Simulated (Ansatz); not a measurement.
## TiAl3 (D022 type, space group I4/mmm), scan of one atom of the cell

Relaxed TiAl3 (D022 type, space group I4/mmm):

```xyz
4
Lattice="-1.9121 1.9121 4.2803 1.9121 -1.9121 4.2803 1.9121 1.9121 -4.2803" Properties=species:S:1:pos:R:3 pbc="T T T"
Al     0.0000     0.0000     4.2803
Al     0.0000     1.9121     2.1401
Al     1.9121     0.0000     2.1401
Ti     0.0000     0.0000     0.0000
```

Scan: atom 1 (Al, nearest neighbour Ti at 2.704 Å; its periodic images, 3.8 Å or more away, move with it) is displaced along Cartesian [110], direction (0.707, 0.707, 0.000) in Cartesian axes, by s. The other atoms stay.

All values below come from r2SCAN (plane waves to 500 eV, PAW, scalar-relativistic; Ansatz, a program for electronic structure). k mesh 14×14×14 (Γ-centred), Fermi-Dirac smearing 0.05 eV. The energy includes the smearing's −TS. Compression counts positive. Left out: 4 of 11 points, with atoms too close for the PAW data. With partly filled bands, energies and forces of such displacements shift with the k mesh and the smearing. F∥ is the force on the atom along that direction. TiAl3 is run without spin polarisation. TiAl3 was relaxed with its symmetry unable to fall. The zero of ΔE is the undisplaced structure.

```tsv
s (Å)	ΔE (eV/cell)	P (GPa)	F∥ (eV/Å)
-0.486	1.212	6.3	5.566
-0.324	0.505	2.8	3.280
-0.162	0.121	0.7	1.516
0.000	0.000	0.0	0.000
0.162	0.121	0.7	-1.516
0.324	0.505	2.8	-3.280
0.486	1.212	6.3	-5.566
```

Derived quantities:

| Item | Result |
|---|---|
| Energy at s = 0.486 Å | 1212 meV/cell |
| Force along the line at s = -0.486 Å | 5.57 eV/Å |
| Symmetry of the curve | even: the same for both signs |
| Shape of the curve | a single well with its minimum at or next to zero displacement |
| Force constant k = d²E/ds² at s = 0 (finite differences) | 9.10 eV/Å² |
| Harmonic estimate at the end of the scan | ½ks² = 1075 meV/cell against the computed 1212 meV/cell, so the well is stiffer than harmonic there |

(A displaced cell: forces are minus the slopes of the energy, force constants its curvatures, and phonons follow from these.)
